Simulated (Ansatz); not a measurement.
# Deforming LaSb

```
La Sb
1.0
     0.00000    3.24500    3.24500
     3.24500    0.00000    3.24500
     3.24500    3.24500    0.00000
La Sb
1 1
Direct
  0.00000 0.00000 0.00000
  0.50000 0.50000 0.50000
```

Atom numbers follow the list: La1, Sb2.

The cell is COD entry 1537613, as deposited and not checked against the literature; nothing was relaxed.

No spin–orbit coupling, which matters for the heavy atoms here.

These are results of DFT, PBEsol, all-electron LAPW, scalar-relativistic (Ansatz 0.2.0), not measurements.

Numerical set-up: a Γ-centred 10×10×10 k mesh, Fermi–Dirac smearing of 0.05 eV, basis error target 1 meV/atom, no spin polarisation.

The unchanged cell is at -0.93 GPa.

In a metal, stresses and small energies carry noise from the k mesh.

x, y and z are the Cartesian axes of the cell as listed; fractional coordinates follow a strain, and an engineering shear is twice the off-diagonal strain component.

Problem. One change gave: energy change under 1 meV/atom; stress change (xx, yy, zz, yz, xz, xy) 0.00, 0.00, 0.00, 0.18, 0.18, 0.18 GPa, compression positive. Which change was it?
A. equal xy, yz and zx engineering shear strains of +2 %
B. equal xy, yz and zx engineering shear strains of -1 %
C. equal xy, yz and zx engineering shear strains of -2 %
D. equal xy, yz and zx engineering shear strains of +1 %

Solution. B. For equal xy, yz and zx engineering shear strains of -2 %: energy change +2 meV/atom; stress change (xx, yy, zz, yz, xz, xy) -0.01, -0.01, -0.01, 0.35, 0.35, 0.35 GPa, compression positive. For equal xy, yz and zx engineering shear strains of +1 %: energy change under 1 meV/atom; stress change (xx, yy, zz, yz, xz, xy) 0.00, 0.00, 0.00, -0.19, -0.19, -0.19 GPa, compression positive. For equal xy, yz and zx engineering shear strains of +2 %: energy change +2 meV/atom; stress change (xx, yy, zz, yz, xz, xy) -0.01, -0.01, -0.01, -0.39, -0.39, -0.39 GPa, compression positive.
